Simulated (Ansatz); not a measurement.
The end of the path is a generated cell of AlRh: the first start was made by placing the elements on the sites of a structure type, and the end was not matched to a known phase here, so it may be hypothetical.

A geometry of AlRh away from equilibrium: step 25 of the relaxation of a generated cell, AlRh built in the AFLOW prototype AB_hP8_186_ab_ab (B5, as in SiC). These are PBEsol (plane waves to 420 eV, PAW, scalar-relativistic; Ansatz, an electronic-structure program) values and carry that method's errors. Γ-centred k-mesh 11×11×3 on the run's cell (coarser than for final values), Fermi–Dirac smearing 0.05 eV.

```yaml
crystal:
  lattice:
    - [3.93220, 0.00000, 0.00000]
    - [-1.96610, 3.40539, 0.00000]
    - [0.00000, 0.00000, 9.50863]
  atoms:
    - { symbol: Al, position: [0.00000, 0.00000, 0.99192] }
    - { symbol: Al, position: [0.00000, 0.00000, 0.49192] }
    - { symbol: Al, position: [0.66667, 0.33333, 0.83292] }
    - { symbol: Al, position: [0.33333, 0.66667, 0.33292] }
    - { symbol: Rh, position: [0.00000, 0.00000, 0.74422] }
    - { symbol: Rh, position: [0.00000, 0.00000, 0.24422] }
    - { symbol: Rh, position: [0.66667, 0.33333, 0.55657] }
    - { symbol: Rh, position: [0.33333, 0.66667, 0.05657] }
```

Q: Which atoms carry the largest force, and which way does it point?

A: 0.01 eV/Å, on Rh5, Rh6 (atoms numbered as listed); on Rh6 its components are (0.00, 0.00, 0.01).

Q: What is the pressure?

A: +3.9 GPa, compression positive.

Q: How far above the relaxed end point is this geometry?

A: 0.03 eV/atom; the path ends in P6₃mc (No. 186).

No spin polarisation in the result.

The run could not lose the symmetry of its start, so the end can be a saddle point.
